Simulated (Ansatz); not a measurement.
Si:
```yaml
crystal:
  lattice:
    - [0.00000, 2.71685, 2.71685]
    - [2.71685, 0.00000, 2.71685]
    - [2.71685, 2.71685, 0.00000]
  atoms:
    - { symbol: Si, position: [0.50000, 0.50000, 0.50000] }
    - { symbol: Si, position: [0.75000, 0.75000, 0.75000] }
```

Relaxed with PBEsol.

Q: List the phonon frequencies at the special points (DFPT on a 4×4×4 q-mesh, Fourier-interpolated; DFT-PBEsol in the program Ansatz with PAW potentials).

A: In cm⁻¹.

```csv
q,frequencies
Γ,0 0 0 509 509 509
X,134 134 405 405 457 457
U,147 197 357 368 456 473
K,147 197 357 368 456 473
L,103 103 369 408 485 485
W,195 195 349 349 462 462
```

Space group Fd-3m (diamond). The cell was relaxed with PBEsol under the symmetry of its start; phonons on a q-mesh show no instability.

Potentials: the later of the program's two PAW sets.
